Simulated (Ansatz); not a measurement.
## Sc (dhcp): energy against volume

These are results of DFT, LDA (PW92), plane waves (420 eV) with PAW, scalar-relativistic (Ansatz 0.2.0), not measurements. The PAW files were generated under PBE, with cores re-solved for the functional.

The cell is scaled uniformly from the relaxed one, with fractional coordinates and shape fixed. Energies are extrapolated to zero smearing, pressures are those at the given smearing. Magnetic state: spin not included.

A Birch-Murnaghan fit gives V₀ = 22.36 Å³/atom, B₀ = 59 GPa, B₀′ = 3.2.

(1) What are the energy above the minimum and the pressure at 23.376 Å³/atom?

(2) What are the energy above the minimum and the pressure at 24.275 Å³/atom?

(3) What are the energy above the minimum and the pressure at 25.174 Å³/atom?

## Answers

(1) 7.9 meV/atom and -2.15 GPa as computed.

(2) 26.7 meV/atom and -3.97 GPa as computed.

(3) 54.8 meV/atom and -5.51 GPa as computed.
